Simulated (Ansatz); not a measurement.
La₂AlGe:
```
La2AlGe
1.0
    0.00000     2.31323    -5.82177
    0.00000     2.31323     5.82177
    4.17032     0.00000     0.00000
La Al Ge
2 1 1
Cartesian
  0.00000   2.31323   1.63040
  2.08516   2.31323  -1.67403
  0.00000   2.31323   5.04424
  2.08516   2.31323  -5.00061
```

Relaxed with r²SCAN. Special points in fractions of this cell's reciprocal vectors: Γ (0.000, 0.000, 0.000); Y (-0.500, 0.500, 0.000); C0 (-0.289, 0.711, 0.000); Σ0 (0.289, 0.289, 0.000); Z (0.000, 0.000, 0.500); A0 (0.289, 0.289, 0.500); E0 (-0.289, 0.711, 0.500); T (-0.500, 0.500, 0.500); S (0.000, 0.500, 0.000); R (0.000, 0.500, 0.500).

Problem. List the band energies nearest the Fermi level at these points for the program Ansatz at the r²SCAN level (PAW).

Solution. In eV from the Fermi level; about four levels below and three above (degenerate sets whole), none deeper than 8.9 eV; points with the same levels are listed once.

```json
[
 {"k": "Γ", "below": "-1.65 -1.60 -0.98 -0.94", "above": "0.71 1.02 1.48"},
 {"k": "Y", "below": "-1.43 -1.19 -0.83 -0.38", "above": "1.14 1.55 1.81"},
 {"k": "C0", "below": "-3.00 -1.80 -1.59 -1.05", "above": "0.60 0.94 1.23"},
 {"k": "Z", "below": "-2.08 -1.99 -1.18 -0.51", "above": "0.03 1.85 1.88"},
 {"k": "A0", "below": "-2.63 -2.22 -1.28 -0.65", "above": "0.23 0.42 1.65"},
 {"k": "T", "below": "-2.94 -1.97 -1.66 -0.62", "above": "0.04 0.18 1.15"},
 {"k": "S", "below": "-2.93 -1.78 -1.77 -1.10", "above": "0.70 0.93 1.39"},
 {"k": "R", "below": "-2.36 -1.96 -1.50 -0.90", "above": "0.21 0.43 1.90"}
]
```

Space group Amm2. The first step of the workflow began from a Materials Project structure, measured or hypothetical; the Crystallography Open Database copy checked does not list it. With Al and Ge taken as one species the cell has the higher symmetry Cmcm, so it may be an ordered model of a mixed-site phase. Whether it is the stable phase at ambient conditions was not checked. The r²SCAN relaxation kept the symmetry of its start; its stability against distortions is not shown here. Scalar-relativistic: spin–orbit coupling is off unless named, which matters more the heavier the elements.

Potentials: the later of the program's two PAW sets.
